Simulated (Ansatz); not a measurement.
Lattice vibrations of Mg$_{2}$CdO$_{3}$ at Γ

Level of theory: DFT PBE, scalar-relativistic, plane waves, PAW in Ansatz 0.2.0. Settings: 420 eV plane-wave cutoff, Γ-centred 6×6×6 mesh, fixed occupations. No spin polarisation. Phonons by linear response, acoustic sum rule imposed.

Equilibrium structure at this level:
```
CELL_PARAMETERS angstrom
5.13627 -2.95547 0.00000
5.13627 2.95547 0.00000
0.00000 0.00000 5.35250
ATOMIC_POSITIONS crystal
Mg 0.83470 0.50616 0.00247
Mg 0.16530 0.49384 0.50247
Mg 0.50616 0.83470 0.50247
Mg 0.49384 0.16530 0.00247
Cd 0.17567 0.82433 0.99164
Cd 0.82433 0.17567 0.49164
O 0.53101 0.83322 0.87474
O 0.16678 0.46899 0.87474
O 0.19539 0.80461 0.41575
O 0.83322 0.53101 0.37474
O 0.46899 0.16678 0.37474
O 0.80461 0.19539 0.91575
```

It was reached by relaxing an invented guess, and it needn't be the stable form of this composition.

(1) Is this structure stable against zone-centre distortions?

(2) List the optical modes at Γ without the LO field (i marks imaginary ones).

Results:

(1) Yes, at Γ: no optical mode is imaginary. Strains and other wave vectors aren't tested by this run.

(2)
```tsv
frequency (THz)	degeneracy	IR intensity of the level ((D/Å)²/amu)
2.77	1	0.00
2.83	1	0.04
3.36	1	0.00
4.22	1	1.81
4.78	1	0.79
5.76	1	1.61
6.18	1	0.00
6.97	1	0.00
7.93	1	0.00
8.07	1	0.43
8.87	1	0.68
9.49	1	13.23
9.72	1	0.00
10.30	1	4.63
10.55	1	5.43
10.85	1	0.01
11.85	1	2.82
12.02	1	0.00
12.37	1	7.85
12.48	1	20.28
12.80	1	10.69
13.37	1	7.55
13.60	1	0.99
14.46	1	20.64
14.71	1	12.12
14.71	1	0.00
15.22	1	0.30
15.43	1	20.01
15.46	1	0.00
15.50	1	0.00
15.59	1	0.00
15.60	1	0.11
15.80	1	12.96
```
